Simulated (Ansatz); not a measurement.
The start is a generated trial cell of CdAu in the AFLOW prototype AB_hR6_160_3a_3a (as in SiC). Cell shape, volume and atoms are optimised at zero target pressure with PBE (plane waves to 420 eV, PAW, scalar-relativistic; Ansatz, an electronic-structure program). The first steps use a coarse 10×10×10 k-mesh.

The start:
```yaml
crystal:
  lattice:
    - [1.88627, 1.08904, 9.24083]
    - [-1.88627, 1.08904, 9.24083]
    - [0.00000, -2.17808, 9.24083]
  atoms:
    - { symbol: Au, position: [0.00000, 0.00000, 0.00000] }
    - { symbol: Au, position: [0.22222, 0.22222, 0.22222] }
    - { symbol: Au, position: [0.77778, 0.77778, 0.77778] }
    - { symbol: Cd, position: [0.08333, 0.08333, 0.08333] }
    - { symbol: Cd, position: [0.30556, 0.30556, 0.30556] }
    - { symbol: Cd, position: [0.86111, 0.86111, 0.86111] }
```

* **Initial pressure**: +73.0 GPa (positive: the cell is compressed)
* **Energy released**: 1.98 eV/atom
* **Volume change**: +21.9 %, from 18.98 to 23.15 Å³/atom
* **Shortest distances (start → end)**: The closest pairs of elements (up to four, under 3.6 Å), start → end: Au–Cd 2.31 → 2.78 Å; Au–Au 3.77 → 3.18 Å; Cd–Cd 3.77 → 3.18 Å
* **Band gap at the end**: zero (metallic)
* **Optimiser moves**: 31

It ends as:

```cif
data_Au9Cd9
_chemical_formula_sum 'Au9 Cd9'
_space_group_name_H-M_alt 'R3m :H'
_space_group_IT_number 160
_space_group_name_Hall 'R 3 -2"'
_cell_length_a 4.60449
_cell_length_b 4.60449
_cell_length_c 22.69288
_cell_angle_alpha 90.000
_cell_angle_beta 90.000
_cell_angle_gamma 120.000
loop_
_atom_site_label
_atom_site_type_symbol
_atom_site_symmetry_multiplicity
_atom_site_Wyckoff_symbol
_atom_site_fract_x
_atom_site_fract_y
_atom_site_fract_z
_atom_site_occupancy
Au1 Au 3 a 0.00000 0.00000 0.02483 1
Au2 Au 3 a 0.00000 0.00000 0.76813 1
Au3 Au 3 a 0.00000 0.00000 0.27280 1
Cd1 Cd 3 a 0.00000 0.00000 0.89099 1
Cd2 Cd 3 a 0.00000 0.00000 0.64557 1
Cd3 Cd 3 a 0.00000 0.00000 0.14768 1
```
(The calculation used a cell of 6 atoms; values per cell refer to that cell.)

Final values are on a 12×12×12 k-mesh of the relaxed cell. No spin polarisation in the result.

The run could not lose the symmetry of its start, so the end can be a saddle point.

The relaxed structure here is a generated cell of CdAu: the first start was made by placing the elements on the sites of a structure type, and the end was not matched to a known phase here, so it may be hypothetical.
